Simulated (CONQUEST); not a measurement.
CONQUEST run on CdSe (P6_3mc, 8 atoms in the cell; from Materials Project mp-1070, changed as shown): self-consistent single point.

Method: CONQUEST with PBE, numerical atomic orbitals double-zeta with polarisation (the shipped basis), PseudoDojo norm-conserving potentials made for PBE.

The change in words: lattice scaled by 0.98. Reference geometry (P6_3mc):
```yaml
crystal:
  lattice:
    - [4.34609, 0.00000, 0.00000]
    - [0.00000, 7.52765, 0.00000]
    - [0.00000, 0.00000, 7.08984]
  atoms:
    - { symbol: Cd, position: [0.50000, 0.16667, 0.49995] }
    - { symbol: Cd, position: [0.00000, 0.33333, 0.99995] }
    - { symbol: Cd, position: [0.00000, 0.66667, 0.49995] }
    - { symbol: Cd, position: [0.50000, 0.83333, 0.99995] }
    - { symbol: Se, position: [0.50000, 0.16667, 0.87591] }
    - { symbol: Se, position: [0.00000, 0.33333, 0.37591] }
    - { symbol: Se, position: [0.00000, 0.66667, 0.87591] }
    - { symbol: Se, position: [0.50000, 0.83333, 0.37591] }
```

Reference input (self-consistent single point, DFT, PBE, numerical atomic orbitals double-zeta with polarisation (the shipped basis), PseudoDojo norm-conserving potentials made for PBE): basis = DZP; Diag.MPMeshX, Y, Z = 4 2 2; potentials = PseudoDojo norm-conserving PBE; Grid.GridCutoff = 140 Ha; DM.SolutionMethod = diagon; Diag.kT = 0.000735 Ha; Diag.GammaCentred = true; minE.SCTolerance = 1.0e-06; SC.MaxIters = 100; SC.LinearMixingFactor = 0.3; AtomMove.TypeOfRun = static. This run's input differs from it in these lines:

```diff
@@ -31,5 +31,5 @@
 # file: input.coords
-     4.346090000      0.000000000      0.000000000
-     0.000000000      7.527648000      0.000000000
-     0.000000000      0.000000000      7.089840000
+     4.259168000      0.000000000      0.000000000
+     0.000000000      7.377095000      0.000000000
+     0.000000000      0.000000000      6.948043000
 8
```

Log, with long lists cut:

```
    new_SC_potl: Starting.  Tolerance:  0.10000E-05

    PulayMixSC: Starting Pulay mixing, A_up =  0.300 A_dn =  0.300
    PulayMixSC: Spin non-polarised calculation.
          Harris-Foulkes Energy            :    -32283.923505601262150 eV
          (TS=0 as O(N) or entropic contribution is negligible)
          DFT Total Energy                 :    -32280.760660173233191 eV
          Total number of electrons        :       143.999999999991701
    PulayMixSC: Pulay iteration     1 residual:              0.88839E-03
          Harris-Foulkes Energy            :    -32282.668077566861029 eV
   [... lines left out ...]
          (TS=0 as O(N) or entropic contribution is negligible)
          DFT Total Energy                 :    -32282.475052822319412 eV
          Total number of electrons        :       144.000097528893150
    PulayMixSC: Pulay iteration     6 residual:              0.31754E-05
          Harris-Foulkes Energy            :    -32282.475060840133665 eV
          (TS=0 as O(N) or entropic contribution is negligible)
          DFT Total Energy                 :    -32282.475060823373497 eV
          Total number of electrons        :       144.000097456964028
    PulayMixSC: Pulay iteration     7 residual:              0.10253E-06
    PulayMixSC: Reached SCF tolerance of  0.10253E-06 after      7 iterations
      | Number of electrons      =       144.000097
      |* band energy as 2Tr[K.H] =     -5370.997529372732970 eV
      |  screened ion-ion energy =    -25862.492575011303416 eV
      |  Ha correction           =        76.478612410533685 eV
      |  XC correction           =     -1125.463562375088941 eV
      |* Harris-Foulkes energy   =    -32282.475060840133665 eV
      |* DFT total energy        =    -32282.475060823373497 eV
      |  estimated accuracy      =        -0.000000016760997 eV

    force: Forces on atoms (eV/A )
    force:  Atom   X              Y              Z
    force:     1  -0.0000000000  -0.0224640657   0.0271804549
    force:     2  -0.0000000000   0.0224640657   0.0271804548
   [... lines left out ...]
    force: Maximum force :        0.02718045(eV/A ) on atom         1 in z direction
   [... lines left out ...]
    force: Force Residual:        0.02867664 eV/A
    force: Total stress:         -5.82616894     0.00000000    -0.00000000 GPa
                            -0.00000000    -5.63085108     0.00000000
                            -0.00000000    -0.00000000    -5.57879615
    force: Average pressure:      5.67860539 GPa

    force: Finished force
    get_E_and_F: Change in energy during last step of electronic optimisation:  0.39608E-06
```

The run converged in 7 iterations. CONQUEST prints the stress tensor with tension positive. Against the reference run the free energy goes up by 39.8 meV/atom, the pressure goes from 1.98 to 5.68 GPa and the gap on the mesh goes from 0.765 to 0.930 eV.

The program uses no crystal symmetry, so grid and mesh can part values that symmetry would make equal. The atom-centred basis is finite, which shifts total energies, pressures and gaps against plane waves. The structure comes from a collection of computed structures, made at another level of theory; the collection holds predicted forms beside known ones.

Cost on one core: roughly 40 core-seconds.
